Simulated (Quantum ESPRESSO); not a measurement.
**Kohn-Sham bands of TePb (rock salt)**

```
CELL_PARAMETERS angstrom
      0.00000     3.27089     3.27089
      3.27089     0.00000     3.27089
      3.27089     3.27089     0.00000
ATOMIC_POSITIONS crystal
  Te 0.00000 0.00000 0.00000
  Pb 0.50000 0.50000 0.50000
```

Materials Project entry mp-19717; symmetrised, unrelaxed at this level. COD (Crystallography Open Database) has an entry of this formula and space group (matched by these alone). Method: PBEsol plane waves in Quantum ESPRESSO 7.5 (PseudoDojo norm-conserving files, 66 Ry, no spin polarisation, no spin-orbit coupling), Bloch states on a 8×8×8 mesh through Γ, Wannier90 4.0.1. Density: 8×8×8 mesh, cold smearing 0.01 Ry. Spin-orbit coupling is left out although heavy elements are present.

### Question
List the Kohn-Sham levels between −8 and 3.7 eV relative to the valence-band maximum at the high-symmetry points, as a band run of pw.x on that density gives them (levels within 2 meV counted together).

### Answer
| point | k (reciprocal lattice) | levels (eV) |
|---|---|---|
| Γ | 0.000 0.000 0.000 | -5.71, -1.19 (×3) |
| X | 0.500 0.000 0.500 | -7.24, -4.22, -2.58 (×2), 3.39 |
| U | 0.625 0.250 0.625 | -7.84, -3.85, -2.10, -1.94, 3.52, 3.74 |
| K | 0.375 0.375 0.750 | -7.84, -3.85, -2.10, -1.94, 3.52, 3.74 |
| L | 0.500 0.500 0.500 | -0.75 (×2), 0.00, 0.74, 1.35 (×2) |
| W | 0.500 0.250 0.750 | -7.86, -3.53 (×2), -0.28, 1.68 |
